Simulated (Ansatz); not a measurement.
## Quadrupolar parameters in ZnS

The cell is a structure deposited in the COD.

```
Zn S
1.0
     3.82000    0.00000    0.00000
    -1.91000    3.30822    0.00000
     0.00000    0.00000   24.96000
Zn S
8 8
Direct
  0.00000 0.00000 0.00000
  0.00000 0.00000 0.50000
  0.33333 0.66667 0.12500
  0.66667 0.33333 0.62500
  0.33333 0.66667 0.37500
  0.66667 0.33333 0.87500
  0.33333 0.66667 0.75000
  0.66667 0.33333 0.25000
  0.00000 0.00000 0.09380
  0.00000 0.00000 0.59380
  0.33333 0.66667 0.21880
  0.66667 0.33333 0.71880
  0.33333 0.66667 0.46880
  0.66667 0.33333 0.96880
  0.33333 0.66667 0.84380
  0.66667 0.33333 0.34380
```

Sites (sets of like atoms) are named by element and the number of their first atom in this list.

All values are calculated (Ansatz; DFT, PBE, plane waves and PAW, scalar-relativistic, 420 eV cutoff, Γ-centred 8×8×2 k-points, Fermi–Dirac smearing 0.02 eV), not measured.

V_zz is the principal component of the electric field gradient with the largest magnitude, η = (V_xx − V_yy)/V_zz and C_Q = eQV_zz/h. ν_Q = 3|C_Q|/[2I(2I − 1)].

67Zn: I = 5/2, Q = 122.0 mb; S-33: I = 3/2, Q = -69.40 mb. Q values from Pyykkö, Mol. Phys. 116, 1328 (2018).

| site | atoms (order as listed) | first shell | C_Q (MHz) | η | ν_Q (MHz) |
| --- | --- | --- | --- | --- | --- |
| Zn1 | 1, 2 | 4 S at 2.34 Å | 0.170 | 0.00 | 0.025 |
| Zn3 | 3, 4 | 4 S at 2.34 Å | 0.198 | 0.00 | 0.030 |
| Zn5 | 5, 6 | 4 S at 2.34 Å | 0.319 | 0.00 | 0.048 |
| Zn7 | 7, 8 | 4 S at 2.34 Å | -0.185 | 0.00 | 0.028 |
| S9 | 9, 10 | 4 Zn at 2.34 Å | 0.009 | 0.00 | 0.004 |
| S11 | 11, 12 | 4 Zn at 2.34 Å | -0.055 | 0.00 | 0.028 |
| S13 | 13, 14 | 4 Zn at 2.34 Å | -0.007 | 0.00 | 0.004 |
| S15 | 15, 16 | 4 Zn at 2.34 Å | -0.210 | 0.00 | 0.105 |

An axis of threefold or higher order runs through Zn1, Zn3, Zn5, Zn7, S9 and S11 and others, so V_zz lies along it and η is zero.
